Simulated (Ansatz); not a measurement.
An element in the bcc structure gives these cold pressures by all-electron LAPW under PBEsol (Ansatz 0.2.0, scalar-relativistic, no spin polarisation).

```csv
V (Å³/atom),P (GPa)
17.65,-0.13
16.60,14.26
15.54,33.5
14.12,69.7
12.71,122.8
11.30,207.9
9.71,378.5
7.94,760.5
```

(1) Which element is it?

## Answers

(1) Ta. Its zero-pressure volume in this structure is near 17.7 Å³/atom; the volume and the steepness of P(V) together point to it, though neighbours can come close. Neighbours weren't tried against these numbers.
